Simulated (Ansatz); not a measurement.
Input deck for Ansatz 0.2.0, then the block of the output on the nuclei.

The cell is a measured structure from the Crystallography Open Database (COD), relaxed with PBE at fixed cell and then changed (volume scaled by 0.94, ions relaxed).

```yaml
crystal:
  lattice:
    - [5.067496899, 0.0, 0.0]
    - [0.0, 3.2699563895, 0.0]
    - [0.0, 0.0, 5.4904821807]
  atoms:
    - { symbol: Si, position: [0.3212568297, 0.75, 0.0826272414] }
    - { symbol: Si, position: [0.1787431703, 0.25, 0.5826272414] }
    - { symbol: Si, position: [0.8212568297, 0.75, 0.4173727586] }
    - { symbol: Si, position: [0.6787431703, 0.25, 0.9173727586] }
    - { symbol: Ni, position: [0.0079832102, 0.25, 0.187616736], spin: 1.5 }
    - { symbol: Ni, position: [0.4920167898, 0.75, 0.687616736], spin: 1.5 }
    - { symbol: Ni, position: [0.5079832102, 0.25, 0.312383264], spin: 1.5 }
    - { symbol: Ni, position: [0.9920167898, 0.75, 0.812383264], spin: 1.5 }
magnetization:
  spin_polarized: true
kpoints:
  mp_grid: { grid: [9, 14, 9] }
scf:
  occupations: { method: fermi_dirac, width: 0.05 }
hamiltonian:
  xc: pbe
  pseudopotentials: { kind: paw }
output:
  forces: true
  stress: true
  populations: true
  efg: { quadrupole_moments_barn: { Ni: 0.162 }, contact_densities: true }
relax:
  f_tol: 0.02
  max_steps: 60
```

```sh
ansatz run input.yaml --threads 1 --pin off --max-ram 3072MiB --backend cpu --events-out ev --progress --plain --runs-dir out
```

The run relaxes the ions first, and the block belongs to the relaxed positions.

Of the output, the block on the nuclei alone is shown; the set-up, the SCF iterations, energies, forces and stress are cut. One atom of each set with nearly equal values is shown.

```
--- PAW observables at the nuclei: V_zz in 10²¹ V/m², potentials from the cell's mean, atoms counted from 1 ---
  atom   1  Si V_zz =    +1.882945   η = 0.9752   by run symmetry: allowed
            electrostatic potential = -1367.244323 V   contact ρ = 12811.394233 e/Å³   contact ρ_s (e/Å³): all electrons +0.000000, valence +0.000000
  atom   5  Ni V_zz =    +0.591896   η = 0.9472   by run symmetry: allowed   C_q = +2.3185 MHz
            electrostatic potential = -3573.964818 V   contact ρ = 130408.480782 e/Å³   contact ρ_s (e/Å³): all electrons -0.000001, valence -0.000000
```

The relaxation (3 steps) took 7.2 min of wall time (7.2 min of CPU time) and 1.9 GiB at its peak, on 1 thread of Intel Xeon Platinum 8259CL CPU @ 2.50GHz (Skylake/Cascade Lake) (x86_64; 16 cores open to the job, memory cap 3.0 GiB, no GPU), a shared host with a load of 0.4 a core.

With no gap above 0.1 eV, as in a metal, the gradients converge slowly in k; expect changes of a tenth or more on a denser mesh. With these PAW files V_zz is typically within 2 to 3 % of all-electron values, but misses above 10 % occur on Ni. At this changed cell the PBE pressure is 14 GPa. The start moments die out, and the run ends without spin.
